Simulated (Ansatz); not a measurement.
AlZnNO:
```
CELL_PARAMETERS angstrom
      3.13850     0.00000     0.00000
     -1.56925     2.71802     0.00000
      0.00000     0.00000     5.14689
ATOMIC_POSITIONS crystal
  Al 0.33333 0.66667 0.50483
  Zn 0.66667 0.33333 0.98733
  O  0.33333 0.66667 0.15103
  N  0.66667 0.33333 0.60680
```

Cartesian axes are those of the cell as given.

Problem. Give the proper piezoelectric stress tensor with relaxed ions from plane-wave PAW PBEsol (Ansatz code).

Solution. In C/m², rows x, y, z, Voigt columns; mesh uncertainty up to 0.00.
```
 0.00   0.00   0.00   0.00   0.43   0.03
 0.03  -0.03   0.00   0.43   0.00   0.00
 0.38   0.38  -1.29   0.00   0.00   0.00
```

The elastic tensor of the same run (GPa):

```
 283   122   106  -1.7   0.0   0.0
 122   283   106   1.7   0.0   0.0
 106   106   333   0.0   0.0   0.0
-1.7   1.7   0.0  66.1   0.0   0.0
 0.0   0.0   0.0   0.0  66.1  -1.7
 0.0   0.0   0.0   0.0  -1.7  80.5
```

Problem. Convert to strain constants d = e·S.

Solution. In pC/N:
```
 0.0   0.0   0.0   0.0   6.5   0.6
 0.3  -0.3   0.0   6.5   0.0   0.0
 2.3   2.3  -5.4   0.0   0.0   0.0
```

Space group P3m1. The start of the workflow was typed in or built on a structure type; neither database checked (COD, Materials Project) lists it. Its standing as an ambient phase is unchecked. The cell was relaxed with PBEsol under the symmetry of its start; its stability against distortions is not shown here. Signs of piezoelectric constants follow the polarity of the cell as given.

Potentials: the earlier of the program's two PAW sets. The files were generated under PBE; for other functionals the program regenerates the frozen cores, and for LDA and PBEsol the local potential too.
